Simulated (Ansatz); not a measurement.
MnBr₂:
```yaml
crystal:
  lattice:
    - [3.84955, 0.00000, 0.00000]
    - [-1.92477, 3.33381, 0.00000]
    - [0.00000, 0.00000, 6.30699]
  atoms:
    - { symbol: Mn, position: [0.00000, 0.00000, 0.00000] }
    - { symbol: Br, position: [0.33333, 0.66667, 0.23942] }
    - { symbol: Br, position: [0.66667, 0.33333, 0.76058] }
```
The run is spin-polarised; directions of the spins, atom by atom: ↑ 0 0.

Relaxed with r²SCAN+D4.

### Question
Which orbitals make up the states near the band edges in the program Ansatz at the r²SCAN+D4 level (PAW)?

### Answer
Top 1 eV of the valence band: Br 4p 61 %, Mn 3d 38 %. Bottom 1 eV of the conduction band: Mn 3d 93 %. Projections are on Löwdin-orthogonalised atomic valence shells; empty p or d shells of many metals are not among them.

### Question
Tabulate the density of states.

### Answer
States/eV per cell of 3 atoms, in 0.25 eV bins, energy from the valence-band maximum.

```tsv
E (eV)	total	Br 4p	Mn 3d	Mn 4s
-5.22	0.00	0.00	0.00	0.00
-4.97	0.68	0.46	0.09	0.11
-4.72	1.51	1.04	0.21	0.23
-4.47	2.21	1.58	0.27	0.29
-4.22	4.24	3.21	0.67	0.26
-3.97	3.93	2.91	0.69	0.21
-3.72	5.91	3.46	2.29	0.08
-3.47	4.29	2.54	1.64	0.02
-3.22	2.13	1.38	0.68	0.03
-2.97	3.12	2.16	0.87	0.03
-2.72	4.71	3.11	1.51	0.02
-2.47	6.35	3.55	2.66	0.06
-2.22	7.86	4.54	3.20	0.05
-1.97	6.18	4.06	2.02	0.02
-1.72	3.78	2.80	0.92	0.01
-1.47	2.62	2.23	0.35	0.00
-1.22	0.48	0.47	0.01	0.00
-0.97	0.03	0.02	0.01	0.00
-0.72	1.37	0.76	0.59	0.00
-0.47	2.65	1.59	1.02	0.00
-0.22	3.81	2.44	1.34	0.00
0.03	0.14	0.09	0.04	0.00
0.28	0.00	0.00	0.00	0.00
0.53	0.00	0.00	0.00	0.00
0.78	0.00	0.00	0.00	0.00
1.03	0.00	0.00	0.00	0.00
1.28	0.00	0.00	0.00	0.00
1.53	0.00	0.00	0.00	0.00
1.78	0.00	0.00	0.00	0.00
2.03	0.00	0.00	0.00	0.00
2.28	0.00	0.00	0.00	0.00
2.53	0.29	0.01	0.26	0.00
2.78	1.60	0.04	1.43	0.02
3.03	2.58	0.05	2.38	0.01
3.28	2.71	0.08	2.53	0.01
3.53	4.82	0.09	4.61	0.03
3.78	2.61	0.30	2.18	0.01
4.03	4.55	0.57	3.80	0.02
4.28	0.94	0.11	0.75	0.03
4.53	0.22	0.04	0.00	0.13
4.78	0.66	0.13	0.00	0.38
5.03	1.18	0.25	0.00	0.67
5.28	1.53	0.34	0.00	0.87
5.53	0.51	0.10	0.00	0.27
5.78	0.23	0.02	0.00	0.07
6.03	0.86	0.07	0.01	0.23
6.28	1.68	0.12	0.02	0.38
6.53	2.16	0.19	0.03	0.58
6.78	2.18	0.19	0.02	0.58
7.03	1.74	0.11	0.02	0.32
7.28	1.30	0.05	0.02	0.13
```

Space group P-3m1 (CdI2 type). The workflow started from a Materials Project entry (that database holds measured and hypothetical structures alike); the Crystallography Open Database files this formula in space group No. 164, but the cells were not matched. Its standing as an ambient phase is unchecked. The cell was relaxed with r²SCAN+D4 under the symmetry of its start; its stability against distortions is not shown here. Spin order of the final state: ferromagnetic, chosen from 5 collinear starts compared on coarse meshes (ties went to the first, and starts can fall back to one state), not a proven ground state. Other orbital occupations within this spin state were not tried. No Hubbard U is applied. Spin–orbit coupling is left out wherever it is not named.

Potentials: the later of the program's two PAW sets.
